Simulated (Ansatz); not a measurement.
**K3NaBe2F8 — quadrupolar parameters**

The cell is a Materials Project structure (computed, not necessarily an observed phase) whose atoms were relaxed with PBE, the cell held.

Space group P-3m1 (No. 164); a = 5.6762, c = 7.3639 Å, γ = 120.00°.

```
site  Wyckoff  site symmetry       x       y       z
  K1       2d            3m.  0.3333  0.6667  0.6747
  K3       1a           -3m.  0.0000  0.0000  0.0000
  Na       1b           -3m.  0.0000  0.0000  0.5000
  Be       2d            3m.  0.3333  0.6667  0.2294
  F7       2d            3m.  0.3333  0.6667  0.0222
  F9       6i            .m.  0.1839  0.8161  0.3098
```

One atom of each set is listed.

Method: Kohn–Sham DFT in Ansatz, PBE, plane waves and PAW, scalar-relativistic, 420 eV cutoff, Γ-centred 5×5×4 k-points, Fermi–Dirac smearing 0.02 eV.

V_zz is the principal component of the electric field gradient with the largest magnitude, η = (V_xx − V_yy)/V_zz and C_Q = eQV_zz/h.

K-39: I = 3/2, Q = 60.30 mb; 23Na: I = 3/2, Q = 104.0 mb; 9Be: I = 3/2, Q = 52.88 mb. Quadrupole moments are those of Pyykkö's year-2017 table.

Q: Which values are expected at the nuclei?

A: 

| site | atoms | first shell | V_zz (10²¹ V/m²) | η | C_Q (MHz) |
| --- | --- | --- | --- | --- | --- |
| K1 | 2 | 10 F at 2.56–3.06 Å | -0.30 | 0.00 | -0.432 |
| K3 | 1 | 12 F at 2.91–3.28 Å | -0.86 | 0.00 | -1.26 |
| Na | 1 | 6 F at 2.29 Å | -0.36 | 0.00 | -0.908 |
| Be | 2 | 4 F at 1.53–1.58 Å | -0.21 | 0.00 | -0.269 |
| F7 | 2 | 1 Be at 1.53 Å; also 4 K at 2.56–3.28 Å | 5.81 | 0.00 | – |
| F9 | 6 | 1 Be at 1.58 Å; also 1 Na at 2.29 Å, 3 K at 2.85–2.91 Å | 5.37 | 0.01 | – |

An axis of threefold or higher order runs through K1, K3, Na, Be and F7, so V_zz lies along it and η is zero. At F9 V_zz points along its bond to Be (within 3°).

F has no stable isotope with a ground-state quadrupole moment in the table, so no C_Q is given.
